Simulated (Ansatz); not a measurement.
# SnO2 with fluorine replacing O: field gradients at two levels of theory

Cell: a supercell of SnO2 (rutile type, P4_2/mnm) built from a measured structure from the Crystallography Open Database (COD), with the ions relaxed around the defect (PBE).

Space group Fmm2 (No. 42); a = 6.3730, b = 13.4011, c = 13.4011 Å.

```
site  Wyckoff  site symmetry       x       y       z
 Sn1       4a            mm2  0.0000  0.0000  0.0050
 Sn2       4a            mm2  0.5000  0.0000  0.9972
 Sn3       8c            m..  0.0000  0.7479  0.7515
 Sn5       8d            .m.  0.7441  0.0000  0.7443
 Sn7       8b            ..2  0.7500  0.2500  0.0008
   F       4a            mm2  0.0000  0.0000  0.8481
 O10       4a            mm2  0.5000  0.0000  0.8443
 O11       8c            m..  0.0000  0.7491  0.5988
 O13      16e              1  0.7540  0.8489  0.7529
 O15      16e              1  0.7523  0.0962  0.9975
 O17       4a            mm2  0.0000  0.0000  0.6538
 O18       4a            mm2  0.5000  0.0000  0.6517
 O19       8c            m..  0.5000  0.7510  0.9038
```

One atom of each set is listed; the run and its k-mesh use a cell of 24 atoms with edges of 7.42, 7.42, 7.42 Å.

First run. Level of theory: DFT, PBE, plane waves and PAW, scalar-relativistic, 420 eV cutoff, Γ-centred 4×4×4 k-points, Fermi–Dirac smearing 0.01 eV, cell charge +1 (Ansatz 0.2.0).

```csv
site,V_zz (10²¹ V/m²),η
Sn1,-9.55,0.72
Sn2,-7.23,0.30
Sn3,5.91,0.31
Sn5,14.08,0.06
Sn7,-5.34,0.71
F,-10.07,0.32
O10,-11.37,0.03
O11,-10.72,0.18
O13,-11.06,0.33
O15,-10.58,0.09
O17,-11.85,0.06
O18,-9.87,0.05
O19,-10.73,0.19
```

Second run. The same atoms and settings, except that the functional is r2SCAN and the cutoff is 500 eV.

(1) Given the first result, estimate the second.

Results:

(1) 

```csv
site,V_zz,η,change of V_zz
Sn1,-9.55,0.77,0.00
Sn2,-7.10,0.30,+0.13
Sn3,5.92,0.33,+0.01
Sn5,14.16,0.07,+0.08
Sn7,-5.27,0.70,+0.07
F,-9.80,0.31,+0.27
O10,-11.13,0.00,+0.24
O11,-10.40,0.16,+0.32
O13,-10.78,0.32,+0.28
O15,-10.25,0.10,+0.33
O17,-11.59,0.06,+0.26
O18,-9.55,0.02,+0.32
O19,-10.44,0.17,+0.29
```

The largest change of V_zz is on O15, from -10.58 to -10.25. In per cent, |V_zz| changes by -2 to +1 on Sn, -3 on F, -3 to -2 on O (all sites that start above 0.5). Isomer shifts (Sn against SnO₂, from the density at the nucleus and a line fitted to measured compounds for each functional; the lines scatter by about 0.1 mm/s, so smaller changes between functionals mean little): Sn1 -0.03 → -0.02 mm/s; Sn2 -0.05 → -0.04 mm/s; Sn3 -0.06 → -0.05 mm/s; Sn5 -0.01 → 0.00 mm/s; Sn7 -0.06 → -0.05 mm/s.

The defect repeats with the cell of 24 atoms, so it feels its images: sites between two images don't show the values beside a lone defect, and zeros or small values of η there can come from the images' arrangement. O and Sn carry a gradient in the pure host already, so the values there aren't the defect's effect alone. The relaxation keeps the site symmetry mm2 of the start, so the impurity can move only along its axis; a start off the site could end lower. A uniform background compensates the cell's charge.
For the first run: Without spin–orbit coupling (the program notes it for Sn) the gradients can shift somewhat, as the gap is small. The cell keeps the host's lattice, where the PBE pressure is 13 GPa (in a charged cell this depends on the convention for the mean potential).
For the second run: Without spin–orbit coupling (the program notes it for Sn) the gradients are little affected as a rule: paired runs on crystals with a gap mostly move them by under 2 % at such atoms. With these PAW files V_zz is typically within 2 to 3 % of all-electron values, but misses above 10 % occur on Sn.
